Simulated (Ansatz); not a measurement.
Total density of states per atom from r²SCAN in the plane-wave PAW code Ansatz, in 0.25 eV bins, energy from the valence-band maximum:

(E (eV), states/eV/atom): (-7.85, 0.41); (-7.60, 0.53); (-7.35, 0.37); (-7.10, 0.30); (-6.85, 0.23); (-6.60, 0.21); (-6.35, 0.19); (-6.10, 0.18); (-5.85, 0.14); (-5.60, 0.12); (-5.35, 0.11); (-5.10, 0.10); (-4.85, 0.09); (-4.60, 0.11); (-4.35, 0.49); (-4.10, 0.63); (-3.85, 0.51); (-3.60, 0.50); (-3.35, 0.68); (-3.10, 0.66); (-2.85, 0.72); (-2.60, 0.71); (-2.35, 0.63); (-2.10, 0.58); (-1.85, 0.59); (-1.60, 0.52); (-1.35, 0.45); (-1.10, 0.28); (-0.85, 0.19); (-0.60, 0.13); (-0.35, 0.07); (-0.10, 0.02); (0.15, 0.00); (0.40, 0.00); (0.65, 0.00); (0.90, 0.07); (1.15, 0.17); (1.40, 0.32); (1.65, 0.46); (1.90, 0.74); (2.15, 0.81); (2.40, 0.70); (2.65, 0.51); (2.90, 0.47); (3.15, 0.48); (3.40, 0.51); (3.65, 0.83); (3.90, 0.81); (4.15, 0.69); (4.40, 0.60); (4.65, 0.54); (4.90, 0.59); (5.15, 0.63); (5.40, 0.61)

Question: Which compound is it?
A) SiGe3, P-4m2 (Si on 1a, Ge on 2g, Ge on 1c)
B) SiC, CsCl type
C) ZrCuGe2, P4/nmm (Zr on 2c, Cu on 2b, Ge on 2a, Ge on 2c)
D) CoSi2, fluorite or antifluorite type

Answer: A, SiGe3, P-4m2 (Si on 1a, Ge on 2g, Ge on 1c). Top 1 eV of the valence band: Ge 4p 76 %, Si 3p 20 %. Bottom 1 eV of the conduction band: Ge 4p 42 %, Ge 4s 25 %, Si 3p 17 %, outside the projected shells 11 %. Projections are on Löwdin-orthogonalised atomic valence shells; empty p or d shells of many metals are not among them.

The start of the workflow was typed in or built on a structure type; neither database checked (COD, Materials Project) lists it. Whether it is the stable phase at ambient conditions was not checked. Symmetry was held in the r²SCAN relaxation; whether a distortion lowers the energy is not shown. Scalar-relativistic: spin–orbit coupling is off unless named, which matters more the heavier the elements.

Potentials: the earlier of the program's two PAW sets.
